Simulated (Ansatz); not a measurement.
# Ca: clamped-ion strain scan

The calculation used DFT PBEsol, scalar-relativistic, plane waves, PAW (Ansatz 0.2.0). Settings: plane waves to 420 eV, k-mesh 16×16×16 (Γ-centred), Gaussian smearing 0.15 eV. No spin polarisation. Energies are free energies at this smearing, counted from the undisturbed cell; pressure is positive in compression.

Reference structure (as given, not relaxed at this level; it stands at -0.9 GPa; this bcc form isn't the usual structure):

```yaml
crystal:
  lattice:
    - [-2.20520, 2.20520, 2.19611]
    - [2.20520, -2.20520, 2.19611]
    - [2.20520, 2.20520, -2.19611]
  atoms:
    - { symbol: Ca, position: [0.50000, 0.50000, 0.00000] }
```

The cell is strained by ε times the Voigt pattern (1, 0, 0, 0, 0, 0) (xx, yy, zz, yz, xz, xy; engineering shear) with fractional coordinates fixed. The cell is metallic on the mesh throughout.

```json
{"ε": "-0.1000", "ΔE (meV/atom)": "0.8"}
{"ε": "-0.0500", "ΔE (meV/atom)": "-6.5"}
{"ε": "0.0000", "ΔE (meV/atom)": "0.0"}
{"ε": "0.0250", "ΔE (meV/atom)": "6.8"}
{"ε": "0.0750", "ΔE (meV/atom)": "26.1"}
```